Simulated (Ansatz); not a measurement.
MgB₂ (AlB2 type, space group P6/mmm)

```yaml
crystal:
  lattice:
    - [3.06742, 0.00000, 0.00000]
    - [-1.53371, 2.65647, 0.00000]
    - [0.00000, 0.00000, 3.51484]
  atoms:
    - { symbol: Mg, position: [0.00000, 0.00000, 0.00000] }
    - { symbol: B, position: [0.33333, 0.66667, 0.50000] }
    - { symbol: B, position: [0.66667, 0.33333, 0.50000] }
```

The slice is a (0001) plane (indices of the conventional cell) through the point (0.333, 0.667, 0.500) (fractional), spanned by u = [110] and v = [1 -1 0] in vectors of this cell: u (3.07 Å) and v (5.31 Å, at 90° to u). It covers one period; positions are fractions (u, v).

All values below come from r2SCAN (plane waves to 500 eV, PAW, scalar-relativistic; Ansatz, an electronic-structure program). k mesh 17×17×13. Near the nuclei the fields are pseudised (PAW); where an atom keeps semicore shells as valence, they peak there. MgB2 was relaxed with its symmetry unable to fall.

### Question
The ELF has a maximum in the middle third of the B–B line. Where, and how high?

### Answer
0.91, 0.9 Å from B.

### Question
What is the valence density on the shortest B–B line in this plane (1.77 Å), at its midpoint?

### Answer
0.84 e/Å³.

### Question
Predict the map of the electrostatic potential energy of an electron, from the cell's mean on the slice.

### Answer
```
|xxxxxxxxxx00222200000000222200xxxxxxxx|
|xxxxxxxx000000xxxxxxxxxxxx000000xxxxxx|
|xxxxxxxx0000xxxxxxxxxxxxxxxx0000xxxxxx|
|xxxx00112200xxxxxxxxxxxxxxxx00221100xx|
|223344443300xxxxxxxxxxxxxxxx0033444433|
|667777664400xxxxxxxxxxxxxxxx0044667777|
|999988775500xxxxxxxxxxxxxxxx0055778899|
|99999988663300xxxxxxxxxxxx003366889999|
|9999999988662200xxxxxxxx00226688999999|
|99999999887755330000000033557788999999|
|99999999997755331100001133557799999999|
|999999998866440000xxxx0000446688999999|
|99999988774400xxxxxxxxxxxx004477889999|
|999999886611xxxxxxxxxxxxxxxx1166889999|
|777777774400xxxxxxxxxxxxxxxx0044777777|
|445555553300xxxxxxxxxxxxxxxx0033555555|
|000000222200xxxxxxxxxxxxxxxx0022220000|
|xxxxxx000000xxxxxxxxxxxxxxxx000000xxxx|
|xxxxxxxx000000xxxxxxxxxxxx000000xxxxxx|
|xxxxxxxxxx00220000xxxx00002200xxxxxxxx|
|xxxxxxxxxx11444433333333444411xxxxxxxx|
|xxxxxxxxxx11557777666677775511xxxxxxxx|
|xxxxxxxx003366888899998888663300xxxxxx|
|xxxxxxxx005577999999999999775500xxxxxx|
|xxxxxx0044778899999999999988774400xxxx|
|00001144668899999999999999998866441100|
|00002244668899999999999999998866442200|
|xxxx00225577999999999999999977552200xx|
|xxxxxxxx226688999999999999886622xxxxxx|
|xxxxxxxx004477889999999988774400xxxxxx|
|xxxxxxxxxx22667777777777776622xxxxxxxx|
|xxxxxxxxxx11445555444455554411xxxxxxxx|
```
Scale: ten equal steps from 1.00 (start of '0') to 9.76 (end of '9'), in the order '0123456789'. Values: electrostatic potential energy of an electron, from the cell's mean, in eV. The map has 19 points along u (two characters each, u = 0 at the left) and 32 along v (v = 0 in the bottom row). Points within 0.7 Å of a nucleus are blanked (x), as the pseudised field means little there. Values under 1 eV are set to 1. The zero, the cell's mean, hangs on the PAW cores.
